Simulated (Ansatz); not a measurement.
## Is this Ge3P5 structure a true minimum?

The structure comes from a proposed guess, relaxed at this level; another structure or a mixture of phases may lie lower.

These are results of DFT PBE, scalar-relativistic, plane waves, PAW in Ansatz 0.2.0, not measurements. Plane waves to 420 eV, a k mesh through Γ of 6×6×6 on the computed 8-atom cell and Gaussian smearing (0.10 eV); no spin polarisation.

The cell below (8 atoms, space group Pm-3m (No. 221)) is relaxed within its symmetry.

```yaml
crystal:
  lattice:
    - [5.12228, 0.00000, 0.00000]
    - [0.00000, 5.12228, 0.00000]
    - [0.00000, 0.00000, 5.12228]
  atoms:
    - { symbol: Ge, position: [0.00000, 0.50000, 0.50000] }
    - { symbol: Ge, position: [0.50000, 0.00000, 0.50000] }
    - { symbol: Ge, position: [0.50000, 0.50000, 0.00000] }
    - { symbol: P, position: [0.50000, 0.50000, 0.50000] }
    - { symbol: P, position: [0.50000, 0.00000, 0.00000] }
    - { symbol: P, position: [0.00000, 0.00000, 0.00000] }
    - { symbol: P, position: [0.00000, 0.50000, 0.00000] }
    - { symbol: P, position: [0.00000, 0.00000, 0.50000] }
```

For the test it was strained at random (σ = 1.5 % a component), the atoms were moved at random (σ = 0.10 Å), and all was relaxed again on a coarse 4×4×4 mesh (in the run’s order of axes) with 0.20 eV smearing, with no symmetry imposed.

An odd number of electrons in the primitive cell allows no gap without spin; a larger cell or a magnetic state could open one. The cell is a metal run without spin; a magnetic state may lie lower.

Question: Does it come back?

Answer: It doesn't return. The energy falls by 31 meV/atom on that mesh, the volume changes by 5.0 %, and the end has space group Cm (No. 8) at a loose tolerance. Relaxed again on a 6×6×6 mesh with 0.10 eV smearing, the new structure lies 54 meV/atom below the first (mesh in the axes of the run's cell; the cell below is made exact in the group named). Space group Cm (No. 8), monoclinic, a = 7.317 Å, b = 7.151 Å, c = 5.477 Å, β = 93.1°. Around Ge on a site of symmetry m lie 3 P at 2.40–2.49 Å, 2 P at 2.69 Å and 1 P at 3.08 Å; Ge on a site of symmetry 1 is surrounded by 5 P at 2.44–2.62 Å; P on a site of symmetry m is surrounded by 5 Ge at 2.40–2.62 Å and 1 Ge at 3.08 Å; P on a second site of symmetry m is surrounded by 1 P at 2.25 Å and 4 Ge at 2.59–2.61 Å; 2 more sites not described.

```cif
data_structure
_symmetry_space_group_name_H-M 'Cm'
_symmetry_Int_Tables_number 8
_cell_length_a 7.3170
_cell_length_b 7.1513
_cell_length_c 5.4768
_cell_angle_alpha 90.000
_cell_angle_beta 93.079
_cell_angle_gamma 90.000
_cell_volume 286.17
loop_
_atom_site_label
_atom_site_type_symbol
_atom_site_symmetry_multiplicity
_atom_site_Wyckoff_symbol
_atom_site_fract_x
_atom_site_fract_y
_atom_site_fract_z
_atom_site_occupancy
Ge1 Ge 2 a 0.98789 0.50000 0.03254 1
Ge2 Ge 4 b 0.24922 0.25336 0.52979 1
P1 P 2 a 0.00250 0.50000 0.47155 1
P2 P 2 a 0.50091 0.50000 0.44836 1
P3 P 2 a 0.47318 0.50000 0.03767 1
P4 P 4 b 0.76880 0.23592 0.97520 1
```
